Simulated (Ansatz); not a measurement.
A geometry of La$_{2}$O$_{3}$ away from equilibrium: step 3 of the relaxation of a generated cell, La2O3 placed in the AFLOW prototype A3B2_hP5_164_ad_d (D5_13, as in Al3Ni2). The numbers are results of r2SCAN (plane waves to 500 eV, PAW, scalar-relativistic; Ansatz, a quantum-chemistry and plane-wave program), not measurements. Γ-centred k-mesh 6×6×5 on the run's cell (coarser than for final values), Fermi–Dirac smearing 0.05 eV. The plane waves were selected for a different cell earlier on the path.

```xyz
5
Lattice="4.2013 0.0000 0.0000 -2.1006 3.6384 0.0000 0.0000 0.0000 5.1586" Properties=species:S:1:pos:R:3 pbc="T T T"
O      0.0000     0.0000     0.0000
O      0.0000     2.4256     3.4561
O      2.1006     1.2128     1.7025
La     0.0000     2.4256     1.1559
La     2.1006     1.2128     4.0027
```

Q: What forces act on the atoms (eV/Å)?

A: 
| atom | Fx | Fy | Fz |
|---|---|---|---|
| O1 | 0.00 | 0.00 | 0.00 |
| O2 | 0.00 | 0.00 | 0.24 |
| O3 | 0.00 | 0.00 | -0.24 |
| La4 | 0.00 | 0.00 | 0.79 |
| La5 | 0.00 | 0.00 | -0.79 |

The path ends in P-3m1 (No. 164). No spin polarisation in the result.

The run could not lose the symmetry of its start; a randomly shaken copy of 10 atoms returns to this structure.

The first start was generated by placing the elements on the sites of a structure type. Materials Project lists a structure of La2O3 in the same space group, P-3m1 (No. 164); the sites were not compared with it, nor with measured phases.
